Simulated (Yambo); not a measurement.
Ca2Ge (anti-fluorite, space group Fm-3m, No. 225), G0W0@PBEsol (Yambo, plasmon pole, terminator in G, 4×4×4 mesh): gap X → X in eV by bands and screening block.

```tsv
bands (W and G)	2 Ry	3 Ry	5 Ry	6 Ry	8 Ry
38	1.14	1.18	1.21	1.22	1.22
62	1.12	1.18	?	1.25	1.25
93	1.13	1.20	?	1.29	1.30
130	1.13	1.21	1.29	1.31	1.33
170	1.13	1.21	1.30	?	1.34
```

Q: Estimate the withheld gaps from their neighbours; the computed values follow.

A: 
- 62, 5 Ry: 1.23
- 93, 5 Ry: 1.27
- 170, 6 Ry: 1.32

The largest settings aren't shown to be the converged limit.

The standard potential for Ge keeps a d shell in the valence without the s and p states of that shell. In tests on such compounds this moved G0W0 gaps by up to about 0.9 eV, so absolute quasiparticle energies here are unreliable; differences between settings are what counts.

Spin-orbit coupling is not included.

Geometry relaxed with PBEsol; primitive cell a = 5.029 Å, b = 5.029 Å, c = 5.029 Å, α = 60.00°, β = 60.00°, γ = 60.00°.

The structure is a Materials Project entry; no match was found in the copy of COD used, and its stability was not checked.
